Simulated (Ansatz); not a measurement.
Method: Ansatz 0.2.0, DFT PBE, scalar-relativistic, plane waves, PAW. All cells share a 420 eV cutoff and Γ-centred k meshes spaced at most about 0.3 Å⁻¹ (about 0.25 or finer for metals, 2π included). No spin polarisation in the final relaxations.

Temperature and zero-point effects are left out.

Two relaxed structures of RbSr:

A.

Space group Fm-3m (No. 225). a = 8.618 Å, b = 8.618 Å, c = 8.618 Å, α = 90.00°, β = 90.00°, γ = 90.00°
```
atom  site  symmetry       x       y       z
  Rb    4a      m-3m  0.0000  0.0000  0.0000
  Sr    4b      m-3m  0.5000  0.0000  0.0000
```

B.

Space group Pmmn:1 (No. 59). a = 4.440 Å, b = 6.522 Å, c = 9.626 Å, α = 90.00°, β = 90.00°, γ = 90.00°
| atom | site | symmetry | x | y | z |
| --- | --- | --- | --- | --- | --- |
| Rb | 2a | mm2 | 0.0000 | 0.0000 | 0.6353 |
| Sr | 2a | mm2 | 0.0000 | 0.0000 | 0.0965 |

Question: Which form is favoured at zero pressure, and by what margin per atom?

Answer: B is lower, by 0.33 eV/atom. A has the rock salt type, space group Fm-3m (No. 225), 80.0 Å³/atom and no gap on its mesh; B has Rb and Sr ordered on fcc sites, space group Pmmn (No. 59), 69.7 Å³/atom and no gap. Counting all near atoms (those within 1.25 times the shortest distance at each site; a plus sign parts nearer from farther groups), A has Rb 6, Sr 6 and B has Rb 12, Sr 11+1. The denser one is the lower, and pressure would at first widen the difference. Even the lower one lies +0.12 eV/atom against the reference forms of the elements (uncorrected), so neither is stable at this level. Both come from invented guesses.

A magnetic state wasn't ruled out in cells without spin, among them Fm-3m. Cells relaxed within their symmetry can be saddle points. The Pmmn cell of RbSr came from shaking the Fm-3m one.
